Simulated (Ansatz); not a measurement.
Here is an unrelaxed guess for Hf3GeW.

Space group Pm-3m (No. 221). a = 4.535 Å, b = 4.535 Å, c = 4.535 Å, α = 90.00°, β = 90.00°, γ = 90.00°
| atom | site | symmetry | x | y | z |
| --- | --- | --- | --- | --- | --- |
| Hf | 3c | 4/mm.m | 0.5000 | 0.5000 | 0.0000 |
| Ge | 1b | m-3m | 0.5000 | 0.5000 | 0.5000 |
| W | 1a | m-3m | 0.0000 | 0.0000 | 0.0000 |

All numbers below come from DFT PBE, scalar-relativistic, plane waves, PAW (Ansatz). Plane waves to 420 eV, a k mesh through Γ of 4×4×4 on the computed 5-atom cell and Gaussian smearing (0.10 eV); no spin polarisation.

Formation energies are uncorrected and refer to the elements' standard structures at the same level.

Problem. Estimate its pressure, forces and energy as it stands.

Solution. The pressure is 37.1 GPa (it wants to expand), the largest force is 0.00 eV/Å (symmetry fixes the atoms), and the energy is +1.32 eV/atom against the elements. The shortest distance is 2.27 Å.

Problem. How much does it gain on relaxing, and where does it end?

Solution. Relaxing gains about 0.43 eV/atom (the start's value is from the coarse mesh, so the gain is rough) in 9 ionic steps and ends at +0.89 eV/atom on the finer mesh. The symmetry stays Pm-3m (No. 221). The end has the antiperovskite type. The volume per atom grows by 23.3 %, from 18.7 to 23.0 Å³. The shortest distance goes from 2.27 Å (Hf–Ge) to 2.43 Å (Hf–Ge). Conventional cell: a = 4.864 Å. Hf has 2 Ge at 2.43 Å, 4 W at 3.44 Å and 8 Hf at 3.44 Å; Ge is surrounded by 6 Hf at 2.43 Å; around W lie 12 Hf at 3.44 Å.

The last run used an 8×8×8 mesh for its 5-atom cell and Gaussian smearing of 0.10 eV. Spin–orbit coupling, which can matter for Hf and W, is left out. The relaxation can't lower the symmetry of the start. A structure relaxed within its symmetry needn't be a true minimum. Another cell of Hf3GeW relaxed alike, in P-6m2, lies 0.52 eV/atom lower, so this cell isn't the stable form at this level.
